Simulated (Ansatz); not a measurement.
Structure types of Se were relaxed at one common pressure (all-electron LAPW in Ansatz 0.2.0 under LDA, scalar-relativistic, no spin polarisation, zero temperature). They take these volumes:

```csv
type,space group,V (Å³/atom)
bcc,Im-3m,14.95
distorted hcp,P6_3/mmc,15.38
R-3m,R-3m,15.76
beta tin,I4_1/amd,16.17
sc,Pm-3m,16.59
```

Problem. At about which pressure, and is the densest type also the lowest in enthalpy?

Solution. 36 GPa. The densest is bcc, and it is 29 meV/atom above R-3m: its gain in pV doesn't pay for its higher energy here.
